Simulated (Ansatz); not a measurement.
Consider the following.

SiC (wurtzite)

```xyz
4
Lattice="3.0753 0.0000 0.0000 -1.5377 2.6633 0.0000 0.0000 0.0000 5.0482" Properties=species:S:1:pos:R:3 pbc="T T T"
Si     1.5377     0.8878     0.0025
Si     0.0000     1.7755     2.5266
C      1.5377     0.8878     3.1536
C      0.0000     1.7755     0.6295
```

In this cell atom 4 (C, nearest neighbour Si at 1.883 Å; its periodic images, 3.1 Å or more away, move with it) is moved by s along Cartesian [111], unit vector (0.577, 0.577, 0.577); all other atoms and the cell stay fixed.

Method: r2SCAN (plane waves to 500 eV, PAW, scalar-relativistic; Ansatz, an electronic-structure program). k mesh 10×10×5 (Γ-centred), Fermi-Dirac smearing 0.05 eV. E stands for the smeared free energy. Left out: 1 of 11 points, with atoms too close for the PAW data. SiC was relaxed with its symmetry unable to fall. The zero of ΔE is the undisplaced structure.

The scan covers s from -0.448 to 0.560 Å in 10 points.

Problem. Is this a single well or a double well?

Solution. A single well with its minimum at or next to zero displacement.

Problem. Is the energy the same for displacements of ±0.448 Å, and if not, which side lies higher?

Solution. Not even: the negative side lies higher at ±0.448 Å. With its periodic images moving along, the atom's site symmetry in this cell is 3m..

Problem. What is the energy change at s = 0.560 Å?

Solution. 2186 meV/cell.

Problem. What force acts on the atom along the line at s = -0.448 Å?

Solution. 18.6 eV/Å.

Problem. What is the force constant k = d²E/ds² of this move at s = 0?

Solution. 21.6 eV/Å².

(A displaced cell: forces are minus the slopes of the energy, force constants its curvatures, and phonons follow from these.)
